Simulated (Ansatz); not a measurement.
Al (fcc (Cu type), space group No. 225) at seven volumes, plane-wave PAW r²SCAN+D4 (Ansatz code), scaled uniformly. One row is withheld.

```tsv
V (Å³/atom)	P (GPa)
14.287	11.15
14.758	6.80
15.229	3.12
15.700	0.00
16.171	-2.64
16.642	?
17.113	-6.72
```

Q: Fit the shown pressures and predict the withheld one.

A: P = (3/2)B₀(x^(7/2) − x^(5/2))[1 + (3/4)(B′ − 4)(x − 1)] with x = (V₀/V)^(2/3). Least squares on the six rows gives V₀ = 15.700 Å³/atom, B₀ = 95.1 GPa, B′ = 4.60. At V = 16.642, x = 0.9619 and P = -4.85 GPa. The run itself gave -4.86 GPa.

Space group Fm-3m (fcc (Cu type)). The cell was relaxed with r²SCAN+D4 under the symmetry of its start. The pairwise dispersion correction was not fitted to metals.

Potentials: the earlier of the program's two PAW sets.
